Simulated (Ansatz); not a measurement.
Ga₂Pt:
```xyz
3
Lattice="0.0000 2.9666 2.9666 2.9666 0.0000 2.9666 2.9666 2.9666 0.0000" Properties=species:S:1:pos:R:3 pbc="T T T"
Pt     0.0000     0.0000     0.0000
Ga     1.4833     1.4833     1.4833
Ga     4.4500     4.4500     4.4500
```

Relaxed with r²SCAN. Special points in fractions of this cell's reciprocal vectors: Γ (0.000, 0.000, 0.000); X (0.500, 0.000, 0.500); U (0.625, 0.250, 0.625); K (0.375, 0.375, 0.750); L (0.500, 0.500, 0.500); W (0.500, 0.250, 0.750).

Question: List the band energies nearest the Fermi level at these points for r²SCAN (plane waves, PAW; program Ansatz).

Answer: In eV from the Fermi level; about four levels below and three above (degenerate sets whole), none deeper than 8.9 eV; points with the same levels are listed once.

```csv
k,below,above
Γ,-5.29 -5.29 -5.29 -3.55 -3.55,0.40 5.33 5.33 5.33
X,-3.33 -3.07 -1.95 -1.95,2.07 4.48 11.02 11.02
U,-3.77 -3.13 -2.15 -0.77,2.97 6.45 8.10
L,-4.80 -4.80 -3.59 -3.42 -3.42,1.27 1.27 3.34
W,-3.24 -3.00 -3.00 -1.02,5.17 5.17 7.56
```

Space group Fm-3m (fluorite or antifluorite type). The workflow started from an entry of the Crystallography Open Database (COD). Its standing as an ambient phase is unchecked. The r²SCAN relaxation kept the symmetry of its start; whether a distortion lowers the energy is not shown. The run is not spin-polarised. Scalar-relativistic: spin–orbit coupling is off unless named, which matters more the heavier the elements.

Potentials: the later of the program's two PAW sets.
